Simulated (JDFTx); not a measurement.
Cu(111) slab cut from bulk Cu (space group Fm-3m, indices of the conventional cell, lattice of the Materials Project entry mp-30, not re-optimised): 5 atoms in 5 planes, a (1×1) cell of 5.54 Å² (|a| = 2.530, |b| = 2.530 Å), 8.3 Å between the outermost planes, cell height 27.3 Å, 10×10×1 k mesh, Fermi smearing 0.01 Ha, no spin polarisation.

Adsorbate: H on both faces at 1.00 monolayer, started hollow above an atom 4.1 Å below the top plane and relaxed in vacuum, keeping the symmetry of the start.

Method: PBE-D3(BJ), GBRV ultrasoft potentials, plane waves to 20/100 Ha, in a modified build of JDFTx. The adsorption energy per H is [E(slab + 2 H) − E(slab)]/2 − (½ E(H2)), with the gas molecules relaxed at the same level and slab energies taken as (E + F)/2, the usual estimate of zero smearing. In reaction energies these potentials put H₂ about 0.03 eV too high against large-basis PBE. No zero-point energy or vibrational entropy is included. Both faces are alike, and the cell allows no reconstruction beyond its size.

Q: Predict the adsorption energy and the geometry, and the change of the work function.

A: -0.24 eV. H sits 0.87 Å above the highest substrate atom, bound to 3 Cu at 1.70 Å. The work function goes from 4.86 to 4.76 eV. In CANDLE, water, 1 M NaCl, at zero charge, the adsorption energy is -0.24 eV and the potential of zero charge moves from 0.12 to 0.10 V vs SHE (4.44 V convention).
